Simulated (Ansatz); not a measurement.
NaBeF3: rattling a relaxed structure

The structure comes from a generated guess, relaxed at this level; another structure or a mixture of phases may lie lower.

These are results of Ansatz, DFT PBE, scalar-relativistic, plane waves, PAW, not measurements. Settings: cutoff 420 eV, Γ-centred mesh 8×4×4 on the computed 10-atom cell, Gaussian smearing of 0.02 eV; no spin polarisation.

The cell below (10 atoms, space group Pmc2_1 (No. 26)) is relaxed within its symmetry.

```cif
data_structure
_symmetry_space_group_name_H-M 'P 1'
_symmetry_Int_Tables_number 1
_cell_length_a 2.9139
_cell_length_b 5.2412
_cell_length_c 9.7544
_cell_angle_alpha 90.000
_cell_angle_beta 90.000
_cell_angle_gamma 90.000
_cell_volume 148.97
loop_
_atom_site_label
_atom_site_type_symbol
_atom_site_fract_x
_atom_site_fract_y
_atom_site_fract_z
_atom_site_occupancy
Na1 Na 0.00000 0.17624 0.90509 1
Na2 Na 0.00000 0.82376 0.40509 1
Be1 Be 0.50000 0.31889 0.21869 1
Be2 Be 0.50000 0.68110 0.71869 1
F1 F 0.00000 0.46958 0.25828 1
F2 F 0.00000 0.53042 0.75828 1
F3 F 0.50000 0.07695 0.30402 1
F4 F 0.50000 0.92305 0.80402 1
F5 F 0.50000 0.28632 0.06444 1
F6 F 0.50000 0.71368 0.56444 1
```

For the test it was strained at random (σ = 1.5 % a component), the atoms were moved at random (σ = 0.15 Å), and all was relaxed again on a coarse 4×4×2 mesh (in the run’s order of axes) with 0.10 eV smearing, with no symmetry imposed.

Question: What happens?

Answer: It returns, within 1 meV/atom of the unmoved cell on that mesh and with the same symmetry when read at 0.1 Å (P1 at 0.01 Å, so small strains and shifts remain). No instability shows in this cell; modes of other wave vectors, which need another repeat, aren't tested.
